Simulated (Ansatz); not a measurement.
Structures of VPt3: which is lowest?

Plane-wave DFT in Ansatz with scalar-relativistic PAW potentials, cutoff 420 eV, Γ-centred meshes chosen by cell and gap, Gaussian smearing with energies taken to zero width. Every cell was relaxed (cell and atoms) in a run of its own, within the symmetry of its start. Functional: PBEsol.

Relaxed structures (starts from databases or built by putting these elements on another compound's sites):
A. I4/mmm, 4 atoms in the computed cell, a = 3.841 Å, c = 7.811 Å; sites (symmetry × multiplicity) V 4/mmm × 2, Pt -4m2 × 4 + 4/mmm × 2; start: database
B. Pm-3m, 4 atoms in the computed cell, a = 3.870 Å; sites (symmetry × multiplicity) V m-3m × 1, Pt 4/mm.m × 3; start: database

Task: Rank them by energy. Could pressure change the order?

Result:
| structure | group | E − E(lowest) (meV/atom) | V (Å³/atom) | gap on mesh (eV) |
| --- | --- | --- | --- | --- |
| A | I4/mmm | 0.0 | 14.40 | 0.00 |
| B | Pm-3m | 23.4 | 14.49 | 0.00 |

A is lowest, 23 meV/atom under B. The lowest is also the densest of these, so pressure wouldn't bring one of the others in at first order. Other structures may lie lower than all of these, and vibrations aren't counted.

Spin-orbit coupling is left out, which matters for the bands of heavy elements. Magnetic cells started from one order each; another order can shift an energy by tens of meV per atom.